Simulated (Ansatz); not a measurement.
Starting cell, CuI (zinc blende):

```xyz
4
Lattice="0.0000 6.0793 6.0793 3.0397 3.0397 6.0793 3.0397 3.0397 0.0000" Properties=species:S:1:pos:R:3 pbc="T T T"
I      4.5595    10.6388    10.6388
I      4.5595     7.5992     7.5992
Cu     0.0000     0.0000     0.0000
Cu     3.0397     6.0793     3.0397
```

The atoms are displaced by Q × the pattern below (from a DFPT mode at X = (0.5, 0.5, 0.0), largest move 1; Q in Å), at fixed cell. (q is in reciprocal vectors of the primitive cell; the cell shown is doubled to hold the pattern.)

```tsv
atom	x	y	z
I1	0.000	0.000	1.000
I2	0.000	0.000	-1.000
```

Atoms not listed stay in place.

Calculation: PBE (plane waves to 420 eV, PAW, scalar-relativistic; Ansatz, a quantum-chemistry and plane-wave program). k mesh 9×9×9 (Γ-centred), Fermi-Dirac smearing 0.05 eV. Energies are smeared free energies. CuI is run without spin polarisation. CuI was relaxed with its symmetry unable to fall. Spin-orbit coupling is left out, though I is heavy. The zero of ΔE is the undisplaced structure.

Task: What ΔE (eV/cell) and −dE/dQ from forces (eV/Å) does the calculation give at Q (Å) = -0.120, -0.060, -0.030, 0.060, 0.090, 0.120?

Result: 
```json
[
 {"Q (Å)": "-0.120", "ΔE (eV/cell)": "0.1018", "−dE/dQ from forces (eV/Å)": "1.701"},
 {"Q (Å)": "-0.060", "ΔE (eV/cell)": "0.0254", "−dE/dQ from forces (eV/Å)": "0.847"},
 {"Q (Å)": "-0.030", "ΔE (eV/cell)": "0.0063", "−dE/dQ from forces (eV/Å)": "0.423"},
 {"Q (Å)": "0.060", "ΔE (eV/cell)": "0.0254", "−dE/dQ from forces (eV/Å)": "-0.847"},
 {"Q (Å)": "0.090", "ΔE (eV/cell)": "0.0572", "−dE/dQ from forces (eV/Å)": "-1.273"},
 {"Q (Å)": "0.120", "ΔE (eV/cell)": "0.1018", "−dE/dQ from forces (eV/Å)": "-1.701"}
]
```

(A displaced cell: forces are minus the slopes of the energy, force constants its curvatures, and phonons follow from these.)
